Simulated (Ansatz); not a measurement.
# Structure relaxation of Cu

Theory: Ansatz, DFT PBEsol, scalar-relativistic, plane waves, PAW.

The start is a database structure of Cu, space group Fm-3m (No. 225).

Input of the last, converged step (default PAW datasets):

```yaml
crystal:
  lattice:
    - [0.0, 1.7887153358, 1.7887153358]
    - [1.7887153358, 0.0, 1.7887153358]
    - [1.7887153358, 1.7887153358, 0.0]
  atoms:
    - { symbol: Cu, position: [0.0, 0.0, 0.0] }
basis:
  ecutwfc: 420
kpoints:
  mp_grid: { grid: [26, 26, 26] }
hamiltonian:
  xc: pbesol
scf:
  occupations: { method: gaussian, width: 0.1 }
output:
  forces: true
  stress: true
  eigenvalues: true
relax:
  adjacent_minimum: "off"
  f_tol: 0.01
  max_steps: 80
  cell: { stress_tol: 0.05 }
```

It can be run as:

```bash
ansatz run input.yaml --threads 1 --pin off --backend cpu --events-out ev --progress --plain --runs-dir out  # memory cap (--max-ram) not shown
```

End of the output:

```
SCF converged after 9 iterations
Free energy (F): -6588.774280 eV
Harris-Foulkes:  -6588.774280 eV  (|F-HF|=0.00e0)
Internal energy: -6588.772888 eV  (E = F + TS)
E sigma→0 (E₀):  -6588.773584 eV
Entropy (-TS):   -0.001392 eV (-1.392 meV/atom)
Fermi energy:    17.538182 eV
--- Per-component energies (eV) ---
  E_band       = -345.467709
  E_kinetic    = 300.649006
  E_local      = -3969.624096  (includes V_loc(G=0)·N_el)
  E_nonlocal   = 391.047984
  E_hartree    = 1748.380806
  E_xc         = -89.408221
  E_vxc        = -115.898517  (∫ρ·V_xc dr)
  E_paw        = -1625.786394  (= ΣΔE_a)
  E_vpaw       = -448.403915  (= ΣTr[D̂ρ^β])
  E_aug_tail   = 0.000217  (compensation charges beyond the density's cutoff)
  E_ewald      = -3344.238393
  E_core_change = 0.206202  (= ΣΔE_core)
  E_smearing   = -0.001392  (= −TS)
  E_closure    = 0.000000  (closes the sum)
  Σ components = -6588.774280   (vs F -6588.774280, Δ=0.00e0)
--- Forces (eV/Å), atoms counted from 1 ---
  atom   1  Cu     0.00000000     0.00000000     0.00000000
  max |Σ_I F_I| component: 9.04e-32 eV/Å
--- Stress (GPa, compression-positive) ---
        0.035590       0.000000       0.000000
        0.000000       0.035590       0.000000
        0.000000       0.000000       0.035590
  P = ⅓ Tr σ = 0.0356 GPa (0.356 kbar)
--- Relaxed structure (3 steps of the walk, 3 accepted, 1 SCFs on fresh bases) ---
  F+E_penalty+E_count = -6588.77428016 eV   max|allowed force component| = 0.000e0 eV/Å   (the final SCF, on the basis selected at the relaxed cell)
  cell:  # Å, volume = 11.3113 Å³
    - [0.000000, 1.781673, 1.781673]
    - [1.781673, 0.000000, 1.781673]
    - [1.781673, 1.781673, 0.000000]
  atoms:
    - { symbol: Cu, position: [0.0, 0.0, 0.0] }
```

Total energies depend on the potentials used, so only differences within one code and one set of settings carry meaning.

The result has space group Fm-3m (No. 225). Cu has 12 Cu at 2.52 Å.

A structure relaxed within its symmetry needn't be a true minimum.